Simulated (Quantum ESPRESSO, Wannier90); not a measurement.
Wannierisation of AgCl (rock salt)

Structure: Materials Project mp-22922, symmetrised, not relaxed again. COD (Crystallography Open Database) has an entry of this formula and space group (matched by these alone). Method: PBEsol plane waves in Quantum ESPRESSO 7.5 (PseudoDojo norm-conserving files, 66 Ry, no spin polarisation, no spin-orbit coupling), Bloch states on a 10×10×10 mesh through Γ, Wannier90 4.0.1. Density: 10×10×10 mesh, Gaussian smearing 0.01 Ry.

```
begin unit_cell_cart
ang
    0.0000000000    2.7726650000    2.7726650000
    2.7726650000    0.0000000000    2.7726650000
    2.7726650000    2.7726650000    0.0000000000
end unit_cell_cart
mp_grid = 10 10 10
```

Neighbour vectors b of the finite-difference formula (Å⁻¹), by shell:

| shell | b_x | b_y | b_z |
|---|---|---|---|
| 1 | 0.11331 | 0.11331 | -0.11331 |
| 1 | 0.11331 | -0.11331 | 0.11331 |
| 1 | -0.11331 | 0.11331 | 0.11331 |
| 1 | 0.11331 | 0.11331 | 0.11331 |
| 1 | -0.11331 | -0.11331 | 0.11331 |
| 1 | -0.11331 | 0.11331 | -0.11331 |
| 1 | 0.11331 | -0.11331 | -0.11331 |
| 1 | -0.11331 | -0.11331 | -0.11331 |

Problem. Find the weights w_b from the completeness condition Σ_b w_b b_α b_β = δ_αβ.

Solution. Shell 1: Σ b_x² = 0.103, Σ b_y² = 0.103, Σ b_z² = 0.103 Å⁻²
Each of the three diagonal sums, weighted, has to give 1 and the off-diagonal ones 0, which holds for w_1 = 9.74 Å². Check on xx: 9.74×0.103 = 1.00.

On this mesh the 9 functions of bands 5-13 (valence bands; start: SCDM (isolated), conv_tol = 1.0e-6) end with spreads 0.8265, 0.7709, 0.7693, 0.7618, 0.7784, 1.2396, 1.2399, 1.2409, 1.2424 Å², Ω_I = 7.8612 Å² and Ω_D = 0.0001 Å².

Ω_total is the sum of the spreads, 8.870 Å². Ω_OD = Ω_total − Ω_I − Ω_D = 1.008 Å². Only (Ω_D + Ω_OD)/Ω_total = 11.4 % depends on the gauge, and another start could lower the total by that share at most. The rms radius is √(Ω_total/9) = 0.99 Å.
